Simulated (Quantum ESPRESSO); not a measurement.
pw.x input (Quantum ESPRESSO 7.5; PBEsol, PseudoDojo standard norm-conserving files, scalar-relativistic):

```
&CONTROL
  calculation = 'scf'
  pseudo_dir = './pseudo'
  outdir = './out'
  tprnfor = .true.
  tstress = .true.
/
&SYSTEM
  ibrav = 0
  nat = 9
  ntyp = 3
  ecutwfc = 74.0
  ecutrho = 296.0
  occupations = 'smearing'
  smearing = 'fd'
  degauss = 0.002
  nbnd = 25
/
&ELECTRONS
  conv_thr = 9e-10
/
ATOMIC_SPECIES
H 1.0080 H.upf
Ba 137.3270 Ba.upf
Os 190.2300 Os.upf
CELL_PARAMETERS angstrom
  0.000000000000   4.046210000000   4.046210000000
  4.046210000000   0.000000000000   4.046210000000
  4.046210000000   4.046210000000   0.000000000000
ATOMIC_POSITIONS crystal
H   0.785920000000   0.785920000000   0.214080000000
H   0.214080000000   0.214080000000   0.785920000000
H   0.214080000000   0.785920000000   0.785920000000
H   0.785920000000   0.214080000000   0.214080000000
H   0.785920000000   0.214080000000   0.785920000000
H   0.214080000000   0.785920000000   0.214080000000
Ba   0.750000000000   0.750000000000   0.750000000000
Ba   0.250000000000   0.250000000000   0.250000000000
Os   0.000000000000   0.000000000000   0.000000000000
K_POINTS automatic
6 6 6 0 0 0
```

End of the output:

```
     total energy              =    -321.60668251 Ry
     estimated scf accuracy    <       0.00000016 Ry
     total energy              =    -321.60668261 Ry
     estimated scf accuracy    <       0.00000002 Ry
     total energy              =    -321.60668262 Ry
     estimated scf accuracy    <          4.8E-09 Ry
[...]
     the Fermi energy is     8.1312 ev
!    total energy              =    -321.60668262 Ry
     estimated scf accuracy    <          4.6E-11 Ry
     smearing contrib. (-TS)   =      -0.00000000 Ry
     internal energy E=F+TS    =    -321.60668262 Ry
     The total energy is F=E-TS. E is the sum of the following terms:
     one-electron contribution =    -141.76866576 Ry
     hartree contribution      =      82.71671172 Ry
     xc contribution           =     -71.45219562 Ry
     ewald contribution        =    -191.10253296 Ry
     convergence has been achieved in  12 iterations
     Forces acting on atoms (cartesian axes, Ry/au):
     atom    1 type  1   force =     0.00000000    0.00000000   -0.00029846
     atom    2 type  1   force =     0.00000000    0.00000000    0.00029846
     atom    3 type  1   force =    -0.00029846    0.00000000    0.00000000
     atom    4 type  1   force =     0.00029846    0.00000000    0.00000000
     atom    5 type  1   force =     0.00000000   -0.00029846    0.00000000
     atom    6 type  1   force =     0.00000000    0.00029846    0.00000000
     atom    7 type  2   force =    -0.00000000    0.00000000   -0.00000000
     atom    8 type  2   force =     0.00000000   -0.00000000    0.00000000
     atom    9 type  3   force =     0.00000000    0.00000000    0.00000000
     Total force =     0.000731     Total SCF correction =     0.000003
     Computing stress (Cartesian axis) and pressure
          total   stress  (Ry/bohr**3)                   (kbar)     P=      -21.04
  -0.00014302  -0.00000000  -0.00000000          -21.04       -0.00       -0.00
  -0.00000000  -0.00014302  -0.00000000           -0.00      -21.04       -0.00
  -0.00000000  -0.00000000  -0.00014302           -0.00       -0.00      -21.04
```
In a gapped system the printed Fermi energy is only some level inside the gap.

Spin-orbit coupling is not included.

Geometry of the Materials Project entry, not relaxed at this level.
